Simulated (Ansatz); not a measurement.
CdS:
```
CELL_PARAMETERS angstrom
      0.00000     2.93890     2.93890
      2.93890     0.00000     2.93890
      2.93890     2.93890     0.00000
ATOMIC_POSITIONS crystal
  S  0.75000 0.75000 0.75000
  Cd 0.00000 0.00000 0.00000
```

Relaxed with r²SCAN. Special points in fractions of this cell's reciprocal vectors: Γ (0.000, 0.000, 0.000); X (0.500, 0.000, 0.500); U (0.625, 0.250, 0.625); K (0.375, 0.375, 0.750); L (0.500, 0.500, 0.500); W (0.500, 0.250, 0.750).

List the band energies nearest the valence-band maximum at these points for the program Ansatz at the r²SCAN with spin–orbit coupling level (PAW).

In eV from the valence-band maximum; about four levels below and three above (degenerate sets whole), none deeper than 8.9 eV; points with the same levels are listed once.

```
k                    below                above
-  -----------------------  -------------------
Γ      0.00 0.00 0.00 0.00  1.53 1.53 6.77 6.77
X  -1.86 -1.86 -1.85 -1.85  3.87 3.87 4.72 4.72
U  -2.52 -2.48 -1.52 -1.50       4.59 4.60 5.80
L  -0.77 -0.77 -0.73 -0.73  3.43 3.43 7.36 7.36
W  -2.26 -2.19 -2.18 -2.16       5.70 5.72 5.83
```

Space group F-43m (zinc blende). The r²SCAN relaxation kept the symmetry of its start.

Potentials: the later of the program's two PAW sets.
